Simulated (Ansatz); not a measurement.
PbF2 (fluorite)

```yaml
crystal:
  lattice:
    - [0.00000, 3.00038, 3.00038]
    - [3.00038, 0.00000, 3.00038]
    - [3.00038, 3.00038, 0.00000]
  atoms:
    - { symbol: Pb, position: [0.00000, 0.00000, 0.00000] }
    - { symbol: F, position: [0.75000, 0.75000, 0.75000] }
    - { symbol: F, position: [0.25000, 0.25000, 0.25000] }
```

This relaxed cell (volume V₀) is scaled evenly in all directions, its shape held. Symmetry pins the atoms to their sites.

All values below come from PBE (plane waves to 420 eV, PAW, scalar-relativistic; Ansatz, a first-principles code). k mesh 10×10×10 (Γ-centred), Fermi-Dirac smearing 0.05 eV. Compression counts positive. PbF2 was relaxed with its symmetry unable to fall. Spin-orbit coupling is left out, though Pb is heavy.

At one point of the scan the stress tensor (GPa) is:

```
   6.25     0.00     0.00
   0.00     6.25     0.00
   0.00     0.00     6.25
```

Problem. Which point is it?
A) V/V₀ = 0.975
B) V/V₀ = 0.950
C) V/V₀ = 0.925
D) V/V₀ = 0.900

Solution. C, V/V₀ = 0.925

(A scan under strain: stresses follow from slopes of the energy per volume, elastic moduli from its curvatures.)
